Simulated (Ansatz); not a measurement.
Starting cell, SrTiO3 (cubic perovskite):

```
SrTiO3
1.0
    3.93649     0.00000     0.00000
    0.00000     3.93649     0.00000
    0.00000     0.00000     3.93649
Sr Ti O
1 1 3
Cartesian
  0.00000   0.00000   0.00000
  1.96824   1.96824   1.96824
  0.00000   1.96824   1.96824
  1.96824   1.96824   0.00000
  1.96824   0.00000   1.96824
```

In each cell atom 1 (Sr, nearest neighbour O at 2.784 Å; its periodic images, 3.9 Å or more away, move with it) moves by s·(0.707, 0.707, 0.000) (along Cartesian [110]), the rest being held.

Level of theory: PBE (plane waves to 420 eV, PAW, scalar-relativistic; Ansatz, a program for electronic structure). k mesh 7×7×7 (Γ-centred), Fermi-Dirac smearing 0.05 eV. Left out: 2 of 11 points, with atoms too close for the PAW data. F∥ is the force on the atom along that direction. SrTiO3 is run without spin polarisation. SrTiO3 was relaxed with its symmetry unable to fall. The PAW data are Ansatz's earlier set. 

```tsv
s (Å)	F∥ (eV/Å)
-0.672	5.537
-0.504	2.964
-0.336	1.468
-0.168	0.591
0.000	0.000
0.168	-0.591
0.336	-1.468
0.504	-2.964
0.672	-5.537
```

Task: What is the force constant k = d²E/ds² of this move at s = 0?

Result: 3.23 eV/Å². The forces along the line at the two nearest points give (0.591 − (-0.591)) / (2·0.168) = 3.52 eV/Å²; the next pair corrects for the finite step.

(For displaced atoms, the force is minus the slope of the energy, and its curvature is a force constant, which sets phonon frequencies.)
